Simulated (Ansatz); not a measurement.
SiBi2O5:
```
CELL_PARAMETERS angstrom
      7.57541    -2.74110     0.00000
      7.57541     2.74110     0.00000
      0.00000     0.00000     5.30615
ATOMIC_POSITIONS crystal
  Si 0.68080 0.31920 0.75000
  Si 0.31920 0.68080 0.25000
  Bi 0.61813 0.05158 0.25000
  Bi 0.38187 0.94842 0.75000
  Bi 0.94842 0.38187 0.25000
  Bi 0.05158 0.61813 0.75000
  O  0.24956 0.24956 0.00000
  O  0.75044 0.75044 0.50000
  O  0.75044 0.75044 0.00000
  O  0.24956 0.24956 0.50000
  O  0.73528 0.08094 0.75000
  O  0.26472 0.91906 0.25000
  O  0.91906 0.26472 0.75000
  O  0.08094 0.73528 0.25000
  O  0.50000 0.50000 0.00000
  O  0.50000 0.50000 0.50000
```

Relaxed with r²SCAN. Special points in fractions of this cell's reciprocal vectors: Γ (0.000, 0.000, 0.000); Y (0.500, 0.500, 0.000); F0 (0.283, 0.717, 0.000); Δ0 (-0.283, 0.283, 0.000); Z (0.000, 0.000, 0.500); B0 (-0.283, 0.283, 0.500); G0 (0.283, 0.717, 0.500); T (0.500, 0.500, 0.500); S (0.000, 0.500, 0.000); R (0.000, 0.500, 0.500).

List the band energies nearest the valence-band maximum at these points for r²SCAN with spin–orbit coupling (plane waves, PAW; program Ansatz).

In eV from the valence-band maximum; about four levels below and three above (degenerate sets whole), none deeper than 8.9 eV; points with the same levels are listed once.

```json
[
 {"k": "Γ", "below": "-0.58 -0.58 -0.01 -0.01", "above": "3.05 3.05 3.53 3.53"},
 {"k": "Y", "below": "-0.64 -0.64 -0.57 -0.57", "above": "2.90 2.90 3.87 3.87"},
 {"k": "F0", "below": "-0.56 -0.56 -0.27 -0.27", "above": "3.82 3.82 3.94 3.94"},
 {"k": "Z", "below": "-0.28 -0.28 -0.28 -0.28", "above": "3.68 3.68 3.68 3.68"},
 {"k": "B0", "below": "-0.21 -0.21 -0.21 -0.21", "above": "4.34 4.34 4.34 4.34"},
 {"k": "T", "below": "-0.56 -0.56 -0.56 -0.56", "above": "3.79 3.79 3.79 3.79"},
 {"k": "S", "below": "-0.57 -0.57 -0.26 -0.26", "above": "3.75 3.75 4.04 4.04"},
 {"k": "R", "below": "-0.21 -0.21 -0.21 -0.21", "above": "4.28 4.28 4.28 4.28"}
]
```

Space group Cmcm. The start of the workflow was typed in or built on a structure type; neither database checked (COD, Materials Project) lists it. Whether it is the stable phase at ambient conditions was not checked. The r²SCAN relaxation kept the symmetry of its start; whether a distortion lowers the energy is not shown.

Potentials: the earlier of the program's two PAW sets.
